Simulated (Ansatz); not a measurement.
This cell of GaP (zinc blende) is off equilibrium:

```
GaP
1.0
    0.00000     5.45173     5.45173
    2.72587     0.00000     2.72587
    2.72587     2.72587     0.00000
P Ga
2 2
Cartesian
  4.09807   4.07953   4.07953
  4.07953   6.82394   6.82394
  0.05388  -0.05388  -0.05388
  2.67198   5.50562   2.77975
```

Calculation: r2SCAN (plane waves to 500 eV, PAW, scalar-relativistic; Ansatz, a program for electronic structure). k mesh 5×10×10 (Γ-centred), Fermi-Dirac smearing 0.05 eV. Stress and pressure are positive under compression. GaP was relaxed with its symmetry unable to fall. The PAW data are Ansatz's earlier set.

Question: What forces act on the atoms (eV/Å, Cartesian)?

Answer: 
```csv
atom,Fx,Fy,Fz
P1,-0.128,0.128,0.128
P2,-0.028,0.028,0.028
Ga3,-0.681,0.681,0.681
Ga4,0.837,-0.837,-0.837
```

(A displaced cell: forces are minus the slopes of the energy, force constants its curvatures, and phonons follow from these.)
